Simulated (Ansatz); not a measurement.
# How Si (Fd-3m) stiffens under pressure

```xyz
2
Lattice="0.0000 2.7010 2.7010 2.7010 0.0000 2.7010 2.7010 2.7010 0.0000" Properties=species:S:1:pos:R:3 pbc="T T T"
Si    1.3505    1.3505    1.3505
Si    0.0000    0.0000    0.0000
```

This is the zero-pressure cell. At each pressure cell and atoms are relaxed in this structure, and the constants are slopes of the stress at strains of ±0.005 with relaxed ions (the coefficients that govern stability under load). Level: LDA, PAW on Ansatz 0.2.0's default frozen-core files (fitted under PBE), scalar-relativistic; k mesh 8×8×8, strains of ±0.005, fixed occupations, cutoff 420 eV. P is the pressure of the relaxed cell, less that of this one.

```tsv
P (GPa)	V/V₀	C11 (GPa)	C12 (GPa)	C44 (GPa)
0.00	1.0000	161.1	64.5	75.6
0.99	?	?	?	?
2.00	0.9804	169.3	72.8	76.7
4.02	0.9624	177.3	81.2	77.6
6.96	0.9388	188.4	93.0	78.3
9.96	0.9176	199.1	104.9	78.5
14.95	0.8866	216.0	124.1	78.0
```

Problem. Does the bulk modulus from the constants agree with the pressure-volume curve?

Solution. A third-order Birch-Murnaghan fit to the volumes shown (F against f, f = [(V₀/V)^(2/3) − 1]/2) gives B₀ = 96.8 GPa and B′ = 4.1. Its −V dP/dV stands beside (C11 + 2C12)/3:

```
P (GPa)  from P(V)  from the constants
   0.00       96.8                96.7
   2.00      105.0               105.0
   4.02      113.1               113.2
   6.96      124.7               124.8
   9.96      136.3               136.3
  14.95      155.3               154.8
```

Problem. What are the pressure derivatives at zero pressure?

Solution. Slopes at V₀ of quadratic fits in −ln(V/V₀) through the first four rows shown, divided by B₀: dC11/dP = 4.2, dC12/dP = 4.2, dC44/dP = 0.7. The mean slopes up to 4.0 GPa are 4.0, 4.2, 0.5; curvature and scatter of the constants part the two. The combination (dC11/dP + 2 dC12/dP)/3 = 4.2 stands against B′.

Problem. Fill the row at 0.99 GPa.

Solution. Cubic fits in −ln(V/V₀) through all rows shown give C11 = 165.2, C12 = 68.7, C44 = 76.2 GPa. Computed: V/V₀ = 0.9900, C11 (GPa) = 165.2, C12 (GPa) = 68.6, C44 (GPa) = 76.2.

Problem. Does a shear stiffness soften?

Solution. C44 goes from 75.6 to 78.0 GPa, through a maximum of 78.5 near 10 GPa; (C11 − C12)/2 goes from 48.3 to 46.0 GPa. (C11 − C12)/2 softens under pressure, though the lattice stays mechanically stable over this range.

Limits of these numbers: no other phase was computed; many crystals of this kind change structure within this range, and rows or crossings beyond such a change describe a metastable lattice; frozen-core PAW files fitted under PBE, their cores solved anew for the functional of the run; phonons weren't checked at these pressures.
